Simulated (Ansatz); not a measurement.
Task: Cd (diamond, space group No. 227) is relaxed with PBEsol in the plane-wave PAW code Ansatz. What lattice parameters of the conventional cell result?

Result: a = 6.438 Å.

Space group Fd-3m (diamond). The start of the workflow was typed in or built on a structure type; neither database checked (COD, Materials Project) lists it. It is not the phase usual at ambient conditions (space group No. 194). Symmetry was held in the PBEsol relaxation. At this level the phase is mechanically unstable.

Potentials: the later of the program's two PAW sets.
